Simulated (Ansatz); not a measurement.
Input and output for hcp Hf (0001), 5 layers: DFT, PBE, all-electron LAPW, scalar-relativistic (Ansatz 0.2.0).

The slab is cut from a bulk crystal relaxed on PAW files (its atoms may have been relaxed since).

Command: `ansatz run input.yaml --threads 2 --pin off --max-ram 4096MiB --backend cpu --events-out ev --progress --plain --runs-dir out` It took 56 s on 2 threads of Intel(R) Xeon(R) 6975P-C (Granite Rapids), with other jobs on the host, peak memory 0.87 GiB.

```yaml
crystal:
  lattice:
    - [3.2032284315, 0.0, 0.0]
    - [-1.6016142158, 2.7740771958, 0.0]
    - [0.0, 0.0, 26.1459]
  atoms:
    - { symbol: Hf, position: [0.0, 0.0, 0.3059748659] }
    - { symbol: Hf, position: [0.333333334, 0.666666666, 0.4029874331] }
    - { symbol: Hf, position: [0.0, 0.0, 0.4999999997] }
    - { symbol: Hf, position: [0.333333334, 0.666666666, 0.5970125669] }
    - { symbol: Hf, position: [0.0, 0.0, 0.6940251341] }
kpoints:
  mp_grid: { grid: [12, 12, 1] }
scf:
  occupations: { method: fermi_dirac, width: 0.1 }
hamiltonian:
  xc: pbe
  pseudopotentials: { kind: all_electron, lapw: { basis_error: 0.001 } }
output:
  forces: true
  stress: true
  eigenvalues: true
  populations: true
  dos: { projected: true, de: 0.2, e_range: [-14, 8] }
efield:
  axis: 3
  amplitude: 0
  dipole_correction: true
```

Output:

```
Hf: projections on atomic orbitals take those of the free atom 1s2 2s2 2p6 3s2 3p6 3d10 4s2 4p6 4d10 4f14 5s2 5p6 5d2 6s2, of charge +0.00 (hamiltonian.pseudopotentials.projection_atoms)
LAPW: plane waves up to 7.426 Å⁻¹, error target 1.0e-3 eV per atom; small_component_spin mean_spin; Hf in spheres of 1.570 Å, 36 of its electrons in bands, Dirac shells [] (how accurate: hamiltonian.pseudopotentials.lapw.basis_error, Limitations)
Engine: ansatz 0.2.0
Pseudopotentials: kind: all_electron
Pseudopotential: Hf, LAPW, valence charge 36, lapw/all_electron/scalar/gaussian/Hf, Koelling and Harmon's equation, gaussian nucleus
Functional definition: PBE
  parameter kappa = 0.804
  parameter beta = 0.06672455060314922
  exchange = pbe_x(kappa = kappa, mu = beta*pi^2/3)
  correlation = pbe_c(beta = beta)
Crystal: 5 atoms, lattice volume = 232.333 Å³
Basis set: ecut = 210.0984074249398 eV, 1621 PW (Γ), exchange–correlation at level 2
Bands: 108, of which v1, the nominal top of the filled ones, is band 90 counted from 1 (89 counted from 0)
Symmetry: 6 space group operations
k-points: 19 of 144 (time reversal used)
Non-local potential: Hf, projectors of the file, none
Initial density: superposition of atomic densities (neutral atoms: chi_scale 0, normalization atom)
Initial wavefunctions: plane waves of lowest kinetic energy (no species holds an atomic orbital)
Functional: x = pbe(κ = 0.804, μ = 0.2195149727645171), c = pbe(β = 0.06672455060314922)
iter 1 solved again at ethr=3.16e-2 eV; its pass at ethr=1.00e-1 eV (dr2=5.70e1 eV) is discarded
SCF iter   1: F=—  HF=-2051251.831126 eV  |F-HF|=—  |Δ(HF+E_count)|=         —  Δρ=2.92e-2  dr2=5.70e1  ethr=3.16e-2  p=0.000 e·Å  D=3.73e-14 V/Å  ΔV_dip=-0.00 eV  dr2_dipole=2.81e-15  V_vac-E_F(+/−)=6.66/6.66 eV  ⟨swp⟩=2.0  Hψ=12221  notcnv=0
efield: sawtooth ramp at fractional position 0.9500 (placed from the atoms, in the widest stretch of the axis that holds none; the zero of the levels goes with the place), width 0.1000; the density the first Hamiltonian is built on has a dipole p = -0.000 e·Å; the dipole correction subtracts the counter field D = -2.65e-14 V/Å, which shifts the + side's vacuum level by +0.00 eV against the − side's; the planar-averaged density in the ramp window peaks in size at 6.5e-6 e/Å³
preconditioner: auto → LDOS  [metal: Δε(μ)=0.085 eV  Ē_g=17.465 eV  σ=0.100 eV  W_gap=0.21  n_scr=86 (ndim 8)  ℏωp=26.7 eV  f_vac=0.484  D(μ)=6.63/eV (n_scr^D=24)  β→1.0]
SCF iter   2: F=—  HF=-2051250.866833 eV  |F-HF|=—  |Δ(HF+E_count)|=   9.64e-1  Δρ=2.38e-2  dr2=2.41e1  ethr=3.16e-2  p=0.000 e·Å  D=6.64e-7 V/Å  ΔV_dip=-0.00 eV  dr2_dipole=1.58e-8  V_vac-E_F(+/−)=3.29/3.29 eV  ⟨swp⟩=2.0  Hψ=5988  notcnv=0
iter 3 solved again at ethr=1.63e-4 eV; its pass at ethr=1.34e-2 eV (dr2=2.93e-1 eV) is discarded
SCF iter   3: F=—  HF=-2051249.288663 eV  |F-HF|=—  |Δ(HF+E_count)|=    1.58e0  Δρ=5.15e-3  dr2=2.94e-1  ethr=1.63e-4  p=0.000 e·Å  D=5.64e-6 V/Å  ΔV_dip=-0.00 eV  dr2_dipole=1.67e-9  V_vac-E_F(+/−)=4.50/4.50 eV  ⟨swp⟩=2.0  Hψ=10279  notcnv=0
SCF iter   4: F=—  HF=-2051249.298108 eV  |F-HF|=—  |Δ(HF+E_count)|=         —  Δρ=2.62e-3  dr2=2.10e-2  ethr=1.63e-4  p=0.000 e·Å  D=3.35e-6 V/Å  ΔV_dip=-0.00 eV  dr2_dipole=4.27e-10  V_vac-E_F(+/−)=4.55/4.55 eV  ⟨swp⟩=2.0  Hψ=6248  notcnv=0
the basis was enlarged: its passes take 1.6 MiB over the memory plan, 2 of 2 planned eigensolver slots
SCF iter   5: F=—  HF=-2051249.292091 eV  |F-HF|=—  |Δ(HF+E_count)|=   6.02e-3  Δρ=1.53e-3  dr2=2.20e-2  ethr=1.16e-5  p=0.000 e·Å  D=2.25e-6 V/Å  ΔV_dip=-0.00 eV  dr2_dipole=1.10e-10  V_vac-E_F(+/−)=4.46/4.46 eV  ⟨swp⟩=2.2  Hψ=6249  notcnv=0
SCF iter   6: F=—  HF=-2051249.291052 eV  |F-HF|=—  |Δ(HF+E_count)|=   1.04e-3  Δρ=6.34e-4  dr2=4.96e-3  ethr=1.16e-5  p=0.000 e·Å  D=1.39e-6 V/Å  ΔV_dip=-0.00 eV  dr2_dipole=1.34e-11  V_vac-E_F(+/−)=4.43/4.43 eV  ⟨swp⟩=2.1  Hψ=6241  notcnv=0
SCF iter   7: F=—  HF=-2051249.291126 eV  |F-HF|=—  |Δ(HF+E_count)|=   7.40e-5  Δρ=1.93e-4  dr2=2.53e-4  ethr=2.76e-6  p=0.000 e·Å  D=9.18e-7 V/Å  ΔV_dip=-0.00 eV  dr2_dipole=3.77e-14  V_vac-E_F(+/−)=4.41/4.41 eV  ⟨swp⟩=2.1  Hψ=6242  notcnv=0
SCF iter   8: F=—  HF=-2051249.291170 eV  |F-HF|=—  |Δ(HF+E_count)|=   4.44e-5  Δρ=7.39e-5  dr2=6.16e-5  ethr=1.41e-7  p=0.000 e·Å  D=6.90e-7 V/Å  ΔV_dip=-0.00 eV  dr2_dipole=1.36e-11  V_vac-E_F(+/−)=4.39/4.39 eV  ⟨swp⟩=3.0  Hψ=6433  notcnv=0
SCF iter   9: F=—  HF=-2051249.291178 eV  |F-HF|=—  |Δ(HF+E_count)|=   8.15e-6  Δρ=2.34e-5  dr2=7.71e-6  ethr=3.42e-8  p=0.000 e·Å  D=3.63e-7 V/Å  ΔV_dip=-0.00 eV  dr2_dipole=2.92e-12  V_vac-E_F(+/−)=4.37/4.37 eV  ⟨swp⟩=3.0  Hψ=6495  notcnv=0
[... lines left out ...]
  E_xc         = -42072.031288
  E_efield     = 0.000000  (sawtooth field / dipole correction)
  E_electrostatic = -4291563.221665  (all electrons and nuclei)
  E_smearing   = -0.239019  (= −TS)
  E_closure    = -0.000000  (closes the sum)
  E_atoms      = -2051214.605150  (free atoms, spherical and without spin; not in F)
  Σ components = -2051249.291178   (vs F -2051249.291178, Δ=0.00e0)
  Basis errors (estimates in eV, not in F): energy 2.8e-4 per atom: plane waves 2.5e-4 (1.4e-4 summed), levels above the bands 7.7e-22, relativity 6.5e-8, radial functions 3.3e-5, core shells 1.6e-7; eigenvalues (radial functions only) 6.6e-7; not estimated: angular momenta, meshes, grids; target (lapw.basis_error) 1.0e-3; muffin-tin radii Hf 1.570 Å
--- Forces (eV/Å), atoms counted from 1 ---
  atom   1  Hf    -0.00000000    -0.00000000     0.58874735
  atom   2  Hf     0.00000000     0.00000000    -0.69729949
  atom   3  Hf    -0.00000000    -0.00000000    -0.00000054
  atom   4  Hf     0.00000000     0.00000000     0.69729827
  atom   5  Hf    -0.00000000    -0.00000000    -0.58874536
  max |Σ_I F_I| component: 2.23e-7 eV/Å
--- Stress (GPa, compression-positive) ---
       -1.517459      -0.000000       0.000000
       -0.000000      -1.517459      -0.000000
        0.000000      -0.000000      -1.677395
  P = ⅓ Tr σ = -1.5708 GPa (-15.708 kbar)
--- Band table (eV; the first three rows and the last of 19) ---
  k-point 0: bands = ["-194.0956", "-194.0956", "-194.0896", "-194.0896", "-194.0896", "-194.0896", "-194.0611", "-194.0611", "-194.0611", "-194.0611", "-193.6815", "-193.6815", "-193.6815", "-193.6815", "-193.6776", "-193.6776", "-193.6755", "-193.6755", "-193.6702", "-193.6670", "-193.6670", "-193.6670", "-193.6670", "-193.6476", "-193.6476", "-54.6200", "-54.6200", "-54.2449", "-54.2255", "-54.1950", "-23.4768", "-23.4467", "-23.1714", "-22.9492", "-22.9492", "-22.9492", "-22.9492", "-22.8599", "-22.6412", "-22.6412", "-22.6191", "-22.6068", "-22.6068", "-22.5503", "-22.5503", "-4.6184", "-4.6184", "-4.5856", "-4.5856", "-4.5856", "-4.5856", "-4.5849", "-4.5849", "-4.5822", "-4.5822", "-4.5822", "-4.5822", "-4.5104", "-4.5104", "-4.2212", "-4.2068", "-4.2041", "-4.2011", "-4.2011", "-4.2007", "-4.1962", "-4.1962", "-4.1875", "-4.1875", "-4.1741", "-4.1741", "-4.1741", "-4.1736", "-4.1541", "-4.1541", "-4.1481", "-4.1481", "-4.1282", "-4.1282", "-4.1036", "0.5766", "1.3130", "2.3104", "3.2548", "3.8326", "7.4763", "7.6066", "7.8533", "8.1042", "8.3338", "8.6891", "8.6891", "8.7234", "8.7234", "8.8471", "8.8471", "8.8811", "9.0720", "9.0720", "9.4580", "9.4580", "10.6115", "10.6115", "11.3200", "11.3200", "11.5989", "11.8992", "12.1053"]
  k-point 1: bands = ["-194.0956", "-194.0956", "-194.0896", "-194.0896", "-194.0896", "-194.0896", "-194.0611", "-194.0611", "-194.0611", "-194.0611", "-193.6815", "-193.6815", "-193.6815", "-193.6815", "-193.6776", "-193.6776", "-193.6755", "-193.6755", "-193.6702", "-193.6670", "-193.6670", "-193.6670", "-193.6670", "-193.6476", "-193.6476", "-54.6177", "-54.6177", "-54.2419", "-54.2232", "-54.1934", "-23.4655", "-23.4390", "-23.1690", "-22.9935", "-22.9855", "-22.9583", "-22.9582", "-22.8598", "-22.6753", "-22.6586", "-22.6524", "-22.6153", "-22.6048", "-22.5830", "-22.5564", "-4.6170", "-4.6170", "-4.5869", "-4.5869", "-4.5851", "-4.5851", "-4.5835", "-4.5835", "-4.5818", "-4.5818", "-4.5818", "-4.5817", "-4.5142", "-4.5142", "-4.2190", "-4.2041", "-4.2023", "-4.2007", "-4.2000", "-4.1997", "-4.1959", "-4.1950", "-4.1875", "-4.1861", "-4.1761", "-4.1745", "-4.1722", "-4.1716", "-4.1559", "-4.1543", "-4.1504", "-4.1486", "-4.1320", "-4.1319", "-4.1074", "0.7810", "1.5108", "2.5058", "3.4593", "4.0424", "7.3806", "7.5975", "7.6611", "7.9078", "8.2988", "8.3654", "8.4764", "8.6319", "8.8489", "8.8783", "9.0011", "9.0315", "9.1176", "9.2261", "9.3446", "9.6324", "10.3956", "10.4641", "11.1945", "11.2273", "11.7546", "11.8908", "12.0639"]
  k-point 2: bands = ["-194.0956", "-194.0956", "-194.0896", "-194.0896", "-194.0896", "-194.0896", "-194.0611", "-194.0611", "-194.0611", "-194.0611", "-193.6815", "-193.6815", "-193.6815", "-193.6815", "-193.6776", "-193.6776", "-193.6755", "-193.6755", "-193.6702", "-193.6670", "-193.6670", "-193.6670", "-193.6670", "-193.6476", "-193.6476", "-54.6113", "-54.6113", "-54.2335", "-54.2169", "-54.1892", "-23.4350", "-23.4186", "-23.1728", "-23.1013", "-23.0742", "-22.9828", "-22.9827", "-22.8853", "-22.7642", "-22.7465", "-22.6821", "-22.6593", "-22.6385", "-22.6164", "-22.5738", "-4.6134", "-4.6134", "-4.5920", "-4.5920", "-4.5856", "-4.5856", "-4.5847", "-4.5847", "-4.5789", "-4.5789", "-4.5730", "-4.5730", "-4.5243", "-4.5243", "-4.2140", "-4.2042", "-4.2000", "-4.1974", "-4.1967", "-4.1935", "-4.1921", "-4.1912", "-4.1868", "-4.1821", "-4.1808", "-4.1754", "-4.1689", "-4.1650", "-4.1600", "-4.1561", "-4.1552", "-4.1516", "-4.1417", "-4.1402", "-4.1172", "1.3620", "2.0656", "3.0420", "4.0145", "4.6094", "7.0175", "7.1624", "7.4712", "7.5428", "7.7791", "7.9616", "8.3271", "8.3436", "8.8160", "8.9597", "9.2394", "9.2583", "9.4525", "9.5776", "9.5868", "10.0643", "10.1233", "10.2850", "11.1055", "11.1073", "11.9854", "12.0048", "12.1324"]
  k-point 18: bands = ["-194.0956", "-194.0956", "-194.0896", "-194.0896", "-194.0896", "-194.0896", "-194.0611", "-194.0611", "-194.0611", "-194.0611", "-193.6815", "-193.6815", "-193.6815", "-193.6815", "-193.6776", "-193.6776", "-193.6755", "-193.6755", "-193.6702", "-193.6670", "-193.6670", "-193.6670", "-193.6670", "-193.6476", "-193.6476", "-54.5808", "-54.5808", "-54.1869", "-54.1869", "-54.1753", "-23.3585", "-23.3535", "-23.3356", "-23.3348", "-23.3319", "-23.3222", "-23.0801", "-23.0781", "-23.0673", "-22.9800", "-22.9488", "-22.8785", "-22.8222", "-22.7366", "-22.7044", "-4.6037", "-4.6037", "-4.6028", "-4.6028", "-4.5936", "-4.5936", "-4.5754", "-4.5754", "-4.5749", "-4.5749", "-4.5726", "-4.5726", "-4.5289", "-4.5289", "-4.2076", "-4.1983", "-4.1939", "-4.1932", "-4.1927", "-4.1909", "-4.1880", "-4.1860", "-4.1834", "-4.1809", "-4.1807", "-4.1783", "-4.1717", "-4.1694", "-4.1635", "-4.1598", "-4.1597", "-4.1582", "-4.1473", "-4.1472", "-4.1230", "5.6980", "5.8621", "5.8782", "5.8981", "6.0188", "6.2182", "6.2370", "6.5505", "6.5672", "7.4514", "7.6222", "7.7151", "7.7614", "7.7703", "7.9767", "8.0834", "9.7055", "9.9940", "10.9528", "11.2780", "11.3657", "12.3681", "12.7945", "12.7994", "12.9355", "13.2836", "13.3617", "13.5654"]
--- Löwdin populations: 5 sites ---
  site symbol       q [e]
     0     Hf     71.9188
     1     Hf     71.9063
     2     Hf     71.9466
     3     Hf     71.9063
     4     Hf     71.9188
  spilling = 0.001120 (of n_electrons = 360.000000)
```

populations.tsv:

```
# site	symbol	l	j	q
# orbitals = lowdin
# n_electrons = 360.000000
# spilling = 0.001120
# projection_atom_Hf: 1s2 2s2 2p6 3s2 3p6 3d10 4s2 4p6 4d10 4f14 5s2 5p6 5d2 6s2
0	Hf	0_1S	-	2.000000
0	Hf	0_2S	-	1.999986
0	Hf	0_3S	-	1.999820
0	Hf	0_4S	-	1.998141
0	Hf	0_5S	-	1.969079
0	Hf	0_6S	-	0.997910
0	Hf	1_2P	-	6.000000
0	Hf	1_3P	-	5.999998
0	Hf	1_4P	-	5.999883
0	Hf	1_5P	-	5.979486
0	Hf	2_3D	-	10.000000
0	Hf	2_4D	-	9.999971
0	Hf	2_5D	-	2.976453
0	Hf	3_4F	-	13.998055
1	Hf	0_1S	-	2.000000
1	Hf	0_2S	-	1.999981
1	Hf	0_3S	-	1.999757
1	Hf	0_4S	-	1.997498
1	Hf	0_5S	-	1.958713
1	Hf	0_6S	-	0.851591
1	Hf	1_2P	-	6.000000
1	Hf	1_3P	-	5.999998
1	Hf	1_4P	-	5.999883
1	Hf	1_5P	-	5.979879
1	Hf	2_3D	-	10.000000
1	Hf	2_4D	-	9.999960
1	Hf	2_5D	-	3.121891
1	Hf	3_4F	-	13.997122
2	Hf	0_1S	-	2.000000
2	Hf	0_2S	-	1.999981
2	Hf	0_3S	-	1.999754
2	Hf	0_4S	-	1.997464
2	Hf	0_5S	-	1.958207
2	Hf	0_6S	-	0.860297
2	Hf	1_2P	-	6.000000
2	Hf	1_3P	-	5.999998
2	Hf	1_4P	-	5.999877
2	Hf	1_5P	-	5.978778
2	Hf	2_3D	-	10.000000
2	Hf	2_4D	-	9.999959
2	Hf	2_5D	-	3.155342
2	Hf	3_4F	-	13.996987
3	Hf	0_1S	-	2.000000
3	Hf	0_2S	-	1.999981
3	Hf	0_3S	-	1.999757
3	Hf	0_4S	-	1.997498
3	Hf	0_5S	-	1.958713
3	Hf	0_6S	-	0.851591
3	Hf	1_2P	-	6.000000
3	Hf	1_3P	-	5.999998
3	Hf	1_4P	-	5.999883
3	Hf	1_5P	-	5.979879
3	Hf	2_3D	-	10.000000
3	Hf	2_4D	-	9.999960
3	Hf	2_5D	-	3.121891
3	Hf	3_4F	-	13.997122
4	Hf	0_1S	-	2.000000
4	Hf	0_2S	-	1.999986
4	Hf	0_3S	-	1.999820
4	Hf	0_4S	-	1.998141
4	Hf	0_5S	-	1.969079
4	Hf	0_6S	-	0.997910
4	Hf	1_2P	-	6.000000
4	Hf	1_3P	-	5.999998
4	Hf	1_4P	-	5.999883
4	Hf	1_5P	-	5.979486
4	Hf	2_3D	-	10.000000
4	Hf	2_4D	-	9.999971
4	Hf	2_5D	-	2.976453
4	Hf	3_4F	-	13.998055
```

Next run (atoms relaxed), as changes to the input before:

```diff
   atoms:
-    - { symbol: Hf, position: [0.0, 0.0, 0.3059748659] }
-    - { symbol: Hf, position: [0.333333334, 0.666666666, 0.4029874331] }
-    - { symbol: Hf, position: [0.0, 0.0, 0.4999999997] }
-    - { symbol: Hf, position: [0.333333334, 0.666666666, 0.5970125669] }
-    - { symbol: Hf, position: [0.0, 0.0, 0.6940251341] }
+    - { symbol: Hf, position: [0.0, 0.0, 0.3100409766] }
+    - { symbol: Hf, position: [0.3333333333, 0.6666666667, 0.4010673952] }
+    - { symbol: Hf, position: [0.0, 0.0, 0.4999999953] }
+    - { symbol: Hf, position: [0.3333333333, 0.6666666667, 0.5989326157] }
+    - { symbol: Hf, position: [0.0, 0.0, 0.689959017] }
 kpoints:
   eigenvalues: true
-  populations: true
-  dos: { projected: true, de: 0.2, e_range: [-14, 8] }
+relax:
+  f_tol: 0.01
+  max_steps: 12
 efield:
```

Results part of the output:

```
SCF converged after 3 iterations
Free energy (F): -2051249.399574 eV
Harris-Foulkes:  -2051249.399574 eV  (|F-HF|=1.19e-8)
Internal energy: -2051249.197574 eV  (E = F + TS)
E sigma→0 (E₀):  -2051249.298574 eV
Entropy (-TS):   -0.202000 eV (-40.400 meV/atom)
Fermi energy:    7.571740 eV
Dipole field:    D = 0.000000 V/Å  (p = 0.000000 e·Å, saw-weighted, corrected)
Work function:   Φ+ = 4.3543 eV   Φ− = 4.3543 eV
Levels:          The Fermi level and band energies are counted from a zero that moves with the ramp; work functions are not
[... lines left out ...]
  k-point 2: bands = ["-193.9949", "-193.9949", "-193.9909", "-193.9909", "-193.9909", "-193.9909", "-193.9615", "-193.9615", "-193.9615", "-193.9615", "-193.7413", "-193.7413", "-193.7347", "-193.7111", "-193.7111", "-193.6166", "-193.6166", "-193.6166", "-193.6166", "-193.6136", "-193.6136", "-193.6005", "-193.6005", "-193.6005", "-193.6005", "-54.5156", "-54.5155", "-54.2713", "-54.1525", "-54.1497", "-23.4256", "-23.4022", "-23.1429", "-23.0428", "-23.0130", "-22.9150", "-22.9147", "-22.8256", "-22.7163", "-22.6859", "-22.6686", "-22.6383", "-22.6055", "-22.5787", "-22.5598", "-4.5133", "-4.5133", "-4.4935", "-4.4935", "-4.4892", "-4.4892", "-4.4871", "-4.4871", "-4.4835", "-4.4835", "-4.4769", "-4.4769", "-4.4268", "-4.4268", "-4.2572", "-4.2462", "-4.2423", "-4.2405", "-4.2362", "-4.2305", "-4.1791", "-4.1304", "-4.1282", "-4.1271", "-4.1271", "-4.1221", "-4.1210", "-4.1182", "-4.1158", "-4.1128", "-4.1119", "-4.1064", "-4.1062", "-4.0762", "-4.0761", "1.3437", "1.9941", "3.0485", "4.0549", "4.5979", "6.8293", "7.2180", "7.4437", "7.4507", "7.7771", "7.9711", "8.3624", "8.6047", "8.8364", "8.9829", "9.1194", "9.1595", "9.4020", "9.4672", "9.5869", "10.0889", "10.1233", "10.3375", "11.0748", "11.1777", "12.1178", "12.1431", "12.1499"]
  k-point 18: bands = ["-193.9949", "-193.9949", "-193.9909", "-193.9909", "-193.9909", "-193.9909", "-193.9615", "-193.9615", "-193.9615", "-193.9615", "-193.7413", "-193.7413", "-193.7347", "-193.7111", "-193.7111", "-193.6166", "-193.6166", "-193.6166", "-193.6166", "-193.6136", "-193.6136", "-193.6005", "-193.6005", "-193.6005", "-193.6005", "-54.4835", "-54.4835", "-54.2381", "-54.1235", "-54.1235", "-23.3290", "-23.3194", "-23.3084", "-23.2928", "-23.2848", "-23.2827", "-23.0722", "-23.0559", "-23.0274", "-22.9099", "-22.8667", "-22.8459", "-22.7415", "-22.7406", "-22.6742", "-4.5048", "-4.5048", "-4.5038", "-4.5038", "-4.4926", "-4.4926", "-4.4792", "-4.4792", "-4.4792", "-4.4792", "-4.4760", "-4.4760", "-4.4316", "-4.4316", "-4.2541", "-4.2513", "-4.2363", "-4.2356", "-4.2349", "-4.2285", "-4.1845", "-4.1278", "-4.1262", "-4.1260", "-4.1257", "-4.1257", "-4.1245", "-4.1157", "-4.1137", "-4.1136", "-4.1122", "-4.1090", "-4.1077", "-4.0819", "-4.0818", "5.6338", "5.8100", "5.8170", "5.8223", "5.9087", "6.1364", "6.2656", "6.4377", "6.4674", "7.4692", "7.6379", "7.6951", "7.7565", "7.7699", "7.9879", "8.1143", "9.6614", "10.1770", "11.3210", "11.5207", "11.5880", "12.4576", "12.6243", "12.8743", "13.0001", "13.2786", "13.3546", "13.6269"]
--- Relaxed structure (2 steps of the walk, 2 accepted, 0 SCFs on fresh bases) ---
  F+E_penalty+E_count = -2051249.39957394 eV   max|allowed force component| = 3.641e-3 eV/Å
  atoms:
    - { symbol: Hf, position: [0.0, -2.0724163127327152e-17, 0.3100409766000001] }
    - { symbol: Hf, position: [0.33333333333333337, 0.6666666666666667, 0.4010673952] }
    - { symbol: Hf, position: [0.0, -2.0724163127327152e-17, 0.4999999953] }
    - { symbol: Hf, position: [0.33333333333333337, 0.6666666666666667, 0.5989326157] }
    - { symbol: Hf, position: [0.0, -2.0724163127327152e-17, 0.689959017] }
```

Next run (spin-orbit coupling on), as changes to the input before:

```diff
   eigenvalues: true
-relax:
-  f_tol: 0.01
-  max_steps: 12
 efield:
   dipole_correction: true
+magnetization:
+  noncollinear: true
+  spin_orbit: true
```

Results part of the output:

```
SCF 1 converged in 12 iterations: F = -2053904.647512 eV  dr2 = 1.49e-8
[... lines left out ...]
  k-point 18: bands = ["-200.2177", "-200.2177", "-200.2177", "-200.2177", "-200.1940", "-200.1940", "-200.1940", "-200.1940", "-199.9674", "-199.9674", "-199.9468", "-199.9468", "-199.8391", "-199.8391", "-199.8391", "-199.8391", "-199.8277", "-199.8277", "-199.8277", "-199.8277", "-189.5157", "-189.5157", "-189.5157", "-189.5157", "-189.5066", "-189.5066", "-189.5066", "-189.5066", "-189.4839", "-189.4839", "-189.4839", "-189.4839", "-189.2625", "-189.2625", "-189.2604", "-189.2604", "-189.2368", "-189.2368", "-189.1345", "-189.1345", "-189.1345", "-189.1345", "-189.1331", "-189.1331", "-189.1331", "-189.1331", "-189.1205", "-189.1205", "-189.1205", "-189.1205", "-54.3678", "-54.3678", "-54.3678", "-54.3678", "-54.1248", "-54.1248", "-54.0047", "-54.0047", "-54.0047", "-54.0047", "-28.7695", "-28.7694", "-28.7677", "-28.7677", "-28.5278", "-28.5263", "-28.4238", "-28.4224", "-28.4205", "-28.4203", "-21.2094", "-21.2004", "-21.1788", "-21.1680", "-21.1181", "-21.1181", "-21.0550", "-21.0549", "-20.9454", "-20.9448", "-20.8977", "-20.8138", "-20.8126", "-20.7604", "-20.7053", "-20.7006", "-20.6966", "-20.6114", "-20.6105", "-20.5539", "-5.3430", "-5.3430", "-5.3426", "-5.3426", "-5.3300", "-5.3300", "-5.3297", "-5.3297", "-5.3017", "-5.3017", "-5.3014", "-5.3014", "-5.0903", "-5.0898", "-5.0863", "-5.0855", "-5.0582", "-5.0582", "-4.9614", "-4.9609", "-4.9607", "-4.9607", "-4.9602", "-4.9597", "-4.9594", "-4.9592", "-4.9477", "-4.9477", "-4.9474", "-4.9473", "-3.5994", "-3.5994", "-3.5988", "-3.5988", "-3.5987", "-3.5987", "-3.5979", "-3.5979", "-3.5799", "-3.5799", "-3.5792", "-3.5792", "-3.5513", "-3.5513", "-3.5507", "-3.5507", "-3.3523", "-3.3508", "-3.3459", "-3.3455", "-3.3388", "-3.3375", "-3.3086", "-3.3078", "-3.2252", "-3.2239", "-3.2228", "-3.2223", "-3.2196", "-3.2185", "-3.2180", "-3.2178", "-3.2164", "-3.2154", "-3.2153", "-3.2145", "-3.1977", "-3.1969", "-3.1968", "-3.1966", "5.5962", "5.6595", "5.6716", "5.7231", "5.7638", "5.7722", "5.8299", "5.8943", "5.9453", "6.0122", "6.0191", "6.2115", "6.2148", "6.2800", "6.3035", "6.3926", "6.5494", "6.5565", "7.2939", "7.5152", "7.5804", "7.5991", "7.6468", "7.6673", "7.6948", "7.7644", "7.7898", "7.8282", "7.8956", "8.0324", "8.1282", "8.2113", "9.6722", "9.6780", "10.0788", "10.3031", "11.2937", "11.3859", "11.5075", "11.5477", "11.5956", "11.5964", "12.4068", "12.4992", "12.6196", "12.6713", "12.8847", "12.9068", "12.9772", "13.0471", "13.2929", "13.3332", "13.3794", "13.3879", "13.6176", "13.7180"]
```
